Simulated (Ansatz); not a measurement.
Ansatz (an electronic-structure program) input:

Ansatz 0.2 input:
```yaml
crystal:
  lattice:
    - [5.4823598161, 0.0, 0.0]
    - [0.0, 10.4849535761, 0.0]
    - [0.0, 0.0, 3.9457095744]
  atoms:
    - { symbol: Ge, position: [0.9075993139, 0.8444485843, 0.5] }
    - { symbol: Ge, position: [0.0924006861, 0.1555514157, 0.5] }
    - { symbol: Ge, position: [0.4075993139, 0.6555514157, 0.5] }
    - { symbol: Ge, position: [0.5924006861, 0.3444485843, 0.5] }
    - { symbol: Ge, position: [0.5, 0.0, 0.0] }
    - { symbol: Ge, position: [0.0, 0.5, 0.0] }
    - { symbol: Rh, position: [0.3405077599, 0.2145168529, 0.0] }
    - { symbol: Rh, position: [0.6594922401, 0.7854831471, 0.0] }
    - { symbol: Rh, position: [0.8405077599, 0.2854831471, 0.0] }
    - { symbol: Rh, position: [0.1594922401, 0.7145168529, 0.0] }
    - { symbol: Rh, position: [0.8355420812, 0.6082420427, 0.5] }
    - { symbol: Rh, position: [0.1644579188, 0.3917579573, 0.5] }
    - { symbol: Rh, position: [0.3355420812, 0.8917579573, 0.5] }
    - { symbol: Rh, position: [0.6644579188, 0.1082420427, 0.5] }
    - { symbol: Rh, position: [0.0, 0.0, 0.0] }
    - { symbol: Rh, position: [0.5, 0.5, 0.0] }
kpoints:
  mp_grid: { grid: [8, 4, 10] }
hamiltonian:
  xc: r2scan
  pseudopotentials: { kind: paw }
scf:
  occupations: { method: gaussian, width: 0.05 }
checkpoint: { read: metal.run }
output: { bader: true, populations: true }
```

Output (shortened):

```
Pseudopotential: Ge, paw, valence charge 14
Pseudopotential: Rh, paw, valence charge 17
Functional definition: r2SCAN
Crystal: 16 atoms, lattice volume = 226.808 Å³
Basis set: ecut = 500 eV, 5763 PW (Γ), exchange–correlation on 160×320×120 points (64 copies of the dense FFT grid, shifted against one another)
Bands: 153, of which v1, the nominal top of the filled ones, is band 127 counted from 1 (126 counted from 0)
Symmetry: 8 space group operations
Space group: Pbam (ITA 55), of the structure as read, at distance tolerance 6.1e-5 Å
k-points: 90 of 320
Stability of the state it starts from, as read at its close in the unpolarized treatment …
iter 1 solved again at ethr=1.85e-7 eV; its pass at ethr=3.10e-3 eV (dr2=4.69e-4 eV) is discarded
SCF iter   1: F=—  HF=-89977.753052 eV  |F-HF|=—  |Δ(HF+E_count)|=         —  Δρ=1.35e-6  dr2=5.83e-9  dr2_τ=2.79e-10  ethr=1.85e-7  ⟨swp⟩=3.0  Hψ=77942  notcnv=0
preconditioner: auto → Kerker (q_TF=auto, 2.780 Å⁻¹)
SCF iter   2: F=—  HF=-89977.752775 eV  |F-HF|=—  |Δ(HF+E_count)|=   2.77e-4  Δρ=1.10e-6  dr2=3.50e-9  dr2_τ=5.23e-10  ethr=2.30e-12  ⟨swp⟩=7.3  Hψ=53384  notcnv=0
SCF iter   3: F=-89977.752775 eV  HF=-89977.752775 eV  |F-HF|=7.13e-10  |Δ(HF+E_count)|=  4.51e-10  Δρ=5.56e-7  dr2=8.81e-10  dr2_τ=5.45e-11  ethr=1.38e-12  ⟨swp⟩=1.0  Hψ=27927  notcnv=0
SCF 1 converged in 3 iterations: F = -89977.752775 eV  dr2 = 8.81e-10
SCF converged after 3 iterations
Free energy (F): -89977.752775 eV
Harris-Foulkes:  -89977.752775 eV  (|F-HF|=7.13e-10)
Internal energy: -89977.740749 eV  (E = F + TS)
E sigma→0 (E₀):  -89977.746762 eV
Entropy (-TS):   -0.012027 eV (-0.752 meV/atom)
Fermi energy:    19.130063 eV
--- Per-component energies (eV) ---
  E_band       = -1580.766711
  E_kinetic    = 6438.841819
  E_local      = -28086.468044  (includes V_loc(G=0)·N_el)
  E_nonlocal   = 6100.284832
  E_hartree    = 11014.726638
  E_xc         = -2591.800312
  E_vxc        = -3565.487367  (∫ρ·V_xc dr)
  E_paw        = -48268.843259  (= ΣΔE_a)
  E_vpaw       = -4735.453823  (= ΣTr[D̂ρ^β])
  E_aug_tail   = 0.006365  (compensation charges beyond the density's cutoff)
  E_vtau       = 238.053379  (kinetic-family band-sum trace: ∫τ·v_τ [+ j·A + Jᵃ·Aᵃ] dr)
  E_ewald      = -34574.274600
  E_core_change = -10.214189  (= ΣΔE_core)
  E_smearing   = -0.012027  (= −TS)
  E_closure    =  0.000000  (closes the sum)
  Σ components = -89977.752775   (vs F -89977.752775, Δ=0.00e0)
  [band-id]    e_kinetic+e_local+e_nonlocal+2·e_hartree+e_vxc+e_vpaw+e_augmentation_tail+e_vtau = -1580.769562   (vs E_band -1580.766711, Δ=-2.85e-3)
--- Band table (eV; the first three rows and the last of 90) ---
  k-point 0: bands = ["-61.5342", "-61.5332", "-61.5101", "-61.5099", "-61.4353", "-61.4321", "-61.4194", "-61.4168", "-61.4148", "-61.4146", "-28.8134", "-28.7944", "-28.7517", "-28.7430", "-28.7332", "-28.6996", "-28.6988", "-28.6979", "-28.6794", …
  k-point 1: bands = ["-61.5338", "-61.5329", "-61.5101", "-61.5099", "-61.4348", "-61.4318", "-61.4194", "-61.4170", "-61.4152", "-61.4151", "-28.8130", "-28.7950", "-28.7535", "-28.7446", "-28.7276", "-28.7124", "-28.7013", "-28.6953", "-28.6873", …
  k-point 2: bands = ["-61.5330", "-61.5322", "-61.5100", "-61.5099", "-61.4334", "-61.4311", "-61.4193", "-61.4177", "-61.4166", "-61.4166", "-28.8123", "-28.7965", "-28.7558", "-28.7476", "-28.7321", "-28.7158", "-28.7095", "-28.7025", "-28.6891", …
  k-point 89: bands = ["-61.5204", "-61.5204", "-61.5201", "-61.5201", "-61.4275", "-61.4275", "-61.4221", "-61.4221", "-61.4193", "-61.4193", "-28.7621", "-28.7621", "-28.7502", "-28.7502", "-28.7469", "-28.7469", "-28.7170", "-28.7170", "-28.6687", …
--- Löwdin populations: 16 sites ---
  site symbol       q [e]
     0     Ge     14.0257
     1     Ge     14.0257
     2     Ge     14.0257
     3     Ge     14.0257
     4     Ge     14.0984
     5     Ge     14.0984
     6     Rh     16.8606
     7     Rh     16.8606
     8     Rh     16.8606
     9     Rh     16.8606
    10     Rh     16.8902
    11     Rh     16.8902
    12     Rh     16.8902
    13     Rh     16.8902
    14     Rh     16.8520
    15     Rh     16.8520
  spilling = 0.003909 (of n_electrons = 254.000000)
--- Bader charges: 16 sites ---
  site symbol  charge [e]  shift [e]
     0     Ge      0.5196     0.0013
     1     Ge      0.5196     0.0013
     2     Ge      0.5196     0.0013
     3     Ge      0.5196     0.0013
     4     Ge      0.5446     0.0011
     5     Ge      0.5446     0.0011
     6     Rh     -0.2841     0.0007
     7     Rh     -0.2841     0.0007
     8     Rh     -0.2841     0.0007
     9     Rh     -0.2841     0.0007
    10     Rh     -0.3843     0.0007
    11     Rh     -0.3844     0.0007
    12     Rh     -0.3844     0.0007
    13     Rh     -0.3844     0.0007
    14     Rh     -0.2469     0.0009
    15     Rh     -0.2469     0.0009
  shift: an alarm, by how much a part of what the PAW files miss would move the charge. Where it is large, compare
  with a run on PAW files of another source; a small one proves nothing
  estimated error of the sums over rays = 9.0e-4 e
```

Cost: about 8 core-minutes (a rough figure) on shared cores.

The workflow started from a Materials Project entry (that database holds measured and hypothetical structures alike); the Crystallography Open Database copy checked does not list it. Its standing as an ambient phase is unchecked. The r²SCAN relaxation kept the symmetry of its start; whether a distortion lowers the energy is not shown. No spin polarisation was allowed. Spin–orbit coupling is left out wherever it is not named.

Potentials: the later of the program's two PAW sets.

Ansatz is a plane-wave DFT program.
